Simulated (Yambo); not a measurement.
Absorption of KF (rock salt, space group Fm-3m, No. 225) with and without the electron-hole interaction (Yambo, PBEsol bands; 10×10×10 mesh, 3 valence and 4 conduction bands, static screening with 21 bands and a 4 Ry block, scissor 3.84 eV, Tamm-Dancoff; field along x).

| E (eV) | Im ε, BSE | Im ε, independent quasiparticles |
|---|---|---|
| 7.42 | 0.13 | 0.01 |
| 7.52 | 0.15 | 0.01 |
| 7.62 | 0.19 | 0.01 |
| 7.72 | 0.24 | 0.01 |
| 7.82 | 0.32 | 0.01 |
| 7.92 | 0.45 | 0.01 |
| 8.02 | 0.67 | 0.01 |
| 8.12 | 1.09 | 0.01 |
| 8.22 | 1.98 | 0.01 |
| 8.32 | 3.74 | 0.01 |
| 8.42 | 4.76 | 0.02 |
| 8.52 | 2.99 | 0.02 |
| 8.63 | 1.59 | 0.02 |
| 8.73 | 0.94 | 0.02 |
| 8.83 | 0.63 | 0.02 |
| 8.93 | 0.47 | 0.02 |
| 9.03 | 0.40 | 0.02 |
| 9.13 | 0.37 | 0.02 |
| 9.23 | 0.40 | 0.03 |
| 9.33 | 0.49 | 0.03 |
| 9.43 | 0.70 | 0.03 |
| 9.53 | 0.85 | 0.04 |
| 9.63 | 0.87 | 0.04 |
| 9.73 | 1.15 | 0.05 |
| 9.83 | 1.53 | 0.06 |
| 9.93 | 1.57 | 0.09 |
| 10.03 | 1.96 | 0.11 |
| 10.13 | 2.79 | 0.15 |
| 10.23 | 2.47 | 0.22 |
| 10.33 | 1.54 | 0.34 |
| 10.43 | 1.05 | 0.37 |
| 10.53 | 0.84 | 0.30 |
| 10.63 | 0.77 | 0.28 |
| 10.73 | 0.69 | 0.33 |
| 10.83 | 0.56 | 0.40 |
| 10.93 | 0.46 | 0.49 |
| 11.03 | 0.46 | 0.60 |
| 11.13 | 0.55 | 0.54 |
| 11.23 | 0.75 | 0.48 |
| 11.33 | 0.88 | 0.46 |
| 11.43 | 0.84 | 0.43 |
| 11.53 | 0.76 | 0.47 |
| 11.63 | 0.76 | 0.62 |
| 11.73 | 0.71 | 0.67 |
| 11.83 | 0.70 | 0.63 |
| 11.93 | 0.79 | 0.65 |
| 12.03 | 0.80 | 0.83 |
| 12.14 | 0.82 | 0.85 |
| 12.24 | 0.68 | 0.77 |
| 12.34 | 0.63 | 0.78 |
| 12.44 | 0.55 | 0.88 |
| 12.54 | 0.48 | 1.06 |
| 12.64 | 0.48 | 1.15 |
| 12.74 | 0.41 | 1.16 |
| 12.84 | 0.41 | 1.12 |
| 12.94 | 0.39 | 1.11 |
| 13.04 | 0.36 | 1.17 |
| 13.14 | 0.37 | 1.25 |
| 13.24 | 0.33 | 1.38 |
| 13.34 | 0.32 | 1.39 |
| 13.44 | 0.35 | 1.35 |
| 13.54 | 0.33 | 1.39 |
| 13.64 | 0.38 | 1.45 |
| 13.74 | 0.39 | 1.42 |
| 13.84 | 0.41 | 1.45 |
| 13.94 | 0.47 | 1.62 |
| 14.04 | 0.44 | 1.73 |
| 14.14 | 0.47 | 1.71 |
| 14.24 | 0.45 | 1.56 |
| 14.34 | 0.40 | 1.48 |

The scissor comes from a G0W0 run whose convergence isn't established. Broadening 0.15 eV. The band window holds all transitions up to 16.2 eV. Fine structure above the onset can come from the mesh.

Geometry relaxed with PBEsol; primitive cell a = 3.749 Å, b = 3.749 Å, c = 3.749 Å, α = 60.00°, β = 60.00°, γ = 60.00°.
